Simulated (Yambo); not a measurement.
Yambo run on PbTe (rock salt, space group Fm-3m, No. 225). The wavefunctions are PBE (stringent potentials; pw.x of Quantum ESPRESSO, ONCV potentials, no spin-orbit coupling) ones on a 4×4×4 mesh (23 occupied bands); a = b = c = 4.553 Å, α = β = γ = 60.00°.

Yambo input:

```
rim_cut
gw0
dyson
el_el_corr
HF_and_locXC
ppa
em1d
RandQpts= 1000000
RandGvec= 1 Ry
EXXRLvcs= 106.6 Ry
VXCRLvcs= 426.4 Ry
Chimod= "HARTREE"
% BndsRnXp
 9 | 165 |
%
NGsBlkXp= 15 Ry
% LongDrXp
 1.0 | 1.0 | 1.0 |
%
PPAPntXp= 27.2114 eV
% GbndRnge
 1 | 165 |
%
GTermKind= "BG"
DysSolver= "n"
ExtendOut
% QPkrange
 3 | 3 | 23 | 24 |
%
```

k points by index: 3 = L.

Resulting energies as the program prints them:

```
#    K-point    Band    Eo [eV]    E [eV]    E-Eo [eV]    Vxc [eV]    Vnlxc [eV]    Sc|Eo [eV]    Sc|E [eV]    dSc/dw|Eo [eV]    Re(Z)    Im(Z)
#
    3    23    0.000000    -0.403396    -0.403396    -13.04806    -13.81070    0.257041    0.359246    -6.893384    0.797874    -0.001381
    3    24    0.715014    0.513325    -0.201689    -10.37587    -7.254005    -3.371866    -3.323554    -6.521237    0.806676    -0.001364
```
(The two width columns are left out.) Convergence of these settings isn't established.

Geometry relaxed with PBEsol.
